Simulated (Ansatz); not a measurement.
Space group P-3m1 (No. 164). a = 4.155 Å, b = 4.155 Å, c = 5.084 Å, α = 90.00°, β = 90.00°, γ = 120.00°
| atom | site | symmetry | x | y | z |
| --- | --- | --- | --- | --- | --- |
| Te | 2d | 3m. | 0.6667 | 0.3333 | 0.2891 |
| Au | 1a | -3m. | 0.0000 | 0.0000 | 0.0000 |

Equation of state of this Te$_{2}$Au structure (not necessarily the ground state), with shape and atoms relaxed at each volume where symmetry leaves them free. It has no gap at any of these volumes. All numbers below come from DFT PBEsol, scalar-relativistic, plane waves, PAW (Ansatz 0.2.0).

Plane waves to 420 eV, a k mesh through Γ of 12×12×8 on the computed 3-atom cell and Gaussian smearing (0.10 eV); no spin polarisation.

```
V (Å³/atom) E − E(largest V) (meV/atom) P (GPa)
     22.302                        66.79    14.24
     23.063                        10.37     9.65
     23.823                       -26.03     5.82
     24.583                       -45.75     2.63
     25.344                       -51.64    -0.01
     26.104                       -46.11    -2.18
     26.864                       -31.25    -3.95
     27.878                         0.00    -5.77
```

**Question.** Fit a third-order Birch–Murnaghan equation to E(V).

**Answer.** V0 = 25.33 Å³/atom, B0 = 80 GPa, B0' = 5.4.

Spin-orbit coupling is left out, which matters for the bands of heavy elements.